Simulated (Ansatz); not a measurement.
GaSnO₃:
```
CELL_PARAMETERS angstrom
      3.57972     0.00000     0.00000
      0.00000     3.57972     0.00000
      0.00000     0.00000     4.73863
ATOMIC_POSITIONS crystal
  Ga 0.50000 0.50000 0.60888
  Sn 0.00000 0.00000 0.18608
  O  0.00000 0.50000 0.45124
  O  0.50000 0.00000 0.45124
  O  0.50000 0.50000 0.99276
```

Relaxed with r²SCAN+D4.

Task: Map the electron localisation function on the plane through (0.500, 0.500, 0.609) spanned by u = [0, 0, 1] and v = [1, 1, 0] in lattice vectors, from r²SCAN+D4 in the plane-wave PAW code Ansatz.

Result: x is the fraction of u, y of v (the angle between them is 90°; rows are the nearest grid lines); atoms in the plane: Ga at (0.00, 0.00), Sn at (0.58, 0.50), O at (0.38, 0.00).
```
|   .-*@%+-+%@@#-   ...   |
|   .-*@@#+#@@@#:   ...   |
|   .:+@@@%@@@%+.   ...   |
|...::+#@@@@@@*-    ......|
|.::.:-*#%%%%*-.     .....|
|.....:-=+*+=:.       ....|
|      ..:::::::...       |
|      .:------:::...     |
|     .:=+==--:::::..     |
|     :+*+==:.   .::.     |
|    .-*#+=-.     .:..    |
|    .=##+=-      .::.    |
|    .=##+=-      .::.    |
|    .-*#+=-.     .:..    |
|     :+*+==:.   .::.     |
|     .:=+==--:::::..     |
|      .:------:::...     |
|      ..:::::::...       |
|.....:-=+*+=:.       ....|
|.::.:-*#%%%%*-.     .....|
|...::+#@@@@@@*-    ......|
|   .:+@@@%@@@%+.   ...   |
|   .-*@@#+#@@@#:   ...   |
|   .-*@%+-+%@@#-   ...   |
```
Scale: ten equal steps from 0.000 (start of ' ') to 0.843 (end of '@'), in the order ' .:-=+*#%@'; x runs from 0.000 to 1.00, y from 0.000 (bottom) to 1.00 (top).

The density is the valence pseudo-density with augmentation charge, so density and ELF within about 1 Å of a nucleus are not all-electron values.

Space group P4mm. The start of the workflow was typed in or built on a structure type; neither database checked (COD, Materials Project) lists it. Its standing as an ambient phase is unchecked. Symmetry was held in the r²SCAN+D4 relaxation; whether a distortion lowers the energy is not shown. Scalar-relativistic: spin–orbit coupling is off unless named, which matters more the heavier the elements.

Potentials: the earlier of the program's two PAW sets. The files were generated under PBE; for other functionals the program regenerates the frozen cores, and for LDA and PBEsol the local potential too.
